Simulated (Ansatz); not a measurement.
NaF (rock salt, space group No. 225), plane-wave PAW PBE (Ansatz code). The conduction-band minimum lies at Γ, with 1 equivalent valley. Second derivatives d²E/dk² of the lowest band at one valley (eV·Å²), along Cartesian directions:

```json
[
 {"direction": "[100]", "d²E/dk²": "13.49"},
 {"direction": "[010]", "d²E/dk²": "13.49"},
 {"direction": "[001]", "d²E/dk²": "13.49"},
 {"direction": "[110]", "d²E/dk²": "13.49"},
 {"direction": "[101]", "d²E/dk²": "13.49"},
 {"direction": "[011]", "d²E/dk²": "13.49"}
]
```

Task: Find the principal effective masses, the density-of-states mass and the conductivity mass.

Result: Off-diagonal terms follow from H_xy = H[110] − (H_xx + H_yy)/2, and m*/mₑ = 7.620 eV·Å² over each eigenvalue: 0.56, 0.56, 0.56. One valley's DOS mass (m₁m₂m₃)^(1/3) = 0.56, conductivity mass 3/(Σ 1/mᵢ) = 0.56 mₑ.

Task: What effective density of states Nc follows at 300 K for parabolic valleys?

Result: Nc = 2.509e19 × 1 × (0.56)^(3/2) ≈ 1.1e19 cm⁻³.

Space group Fm-3m (rock salt). The cell was relaxed with PBE under the symmetry of its start.

Potentials: the earlier of the program's two PAW sets.

Edges and masses are those of Kohn–Sham bands, whose gap is no quasiparticle gap.
